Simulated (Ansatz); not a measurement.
Relaxed Pt (fcc, Cu type):

```
Pt
1.0
    0.00000     3.97027     3.97027
    1.98513     1.98513     3.97027
    1.98513     1.98513     0.00000
Pt
2
Direct
  0.00000   0.00000   0.00000
  0.50000   0.00000   0.00000
```

A phonon eigenvector at X = (0.5, 0.5, 0.0) is frozen into this cell: atom i moves by Q times the vector below, so Q is the largest atomic displacement, in Å. The cell is held. It is one choice among 2 degenerate patterns. (q is in reciprocal vectors of the primitive cell; the cell shown is doubled to hold the pattern.)

| atom | x | y | z |
|---|---|---|---|
| Pt1 | 0.000 | 1.000 | 0.000 |
| Pt2 | 0.000 | -1.000 | 0.000 |

All values below come from PBE (plane waves to 420 eV, PAW, scalar-relativistic; Ansatz, a first-principles code). k mesh 20×20×20 (Γ-centred), Fermi-Dirac smearing 0.05 eV. The energy includes the smearing's −TS. With partly filled bands, energies and forces of such displacements shift with the k mesh and the smearing. Pt is run without spin polarisation. Pt was relaxed with its symmetry unable to fall. Spin-orbit coupling is left out, though Pt is heavy. ΔE is measured from the undisplaced structure. The last digit holds for this mesh only.

| Q (Å) | ΔE (meV/cell) |
|---|---|
| -0.180 | 341.5 |
| -0.150 | 238.2 |
| -0.120 | 152.7 |
| -0.090 | withheld |
| -0.060 | 38.1 |
| -0.030 | 9.5 |
| 0.000 | 0.0 |
| 0.030 | 9.5 |
| 0.060 | 38.1 |
| 0.090 | withheld |
| 0.120 | 152.7 |
| 0.150 | 238.2 |
| 0.180 | 341.5 |

Problem. Fit an even polynomial form (powers 2, 4) to the given rows and predict ΔE at Q = 0.090.

Solution. Least squares on the 11 given rows: ΔE = (10660)·Q² + (-3644)·Q⁴, in meV/cell with Q in Å; root-mean-square residual 0.14 meV/cell. At 0.090 the fit gives 86.1 meV/cell; the calculation gives 85.9 meV/cell, so the interpolation is off by 0.2 (+0.2 %). The quadratic term alone would give 86.3 meV/cell.

(A displaced cell: forces are minus the slopes of the energy, force constants its curvatures, and phonons follow from these.)
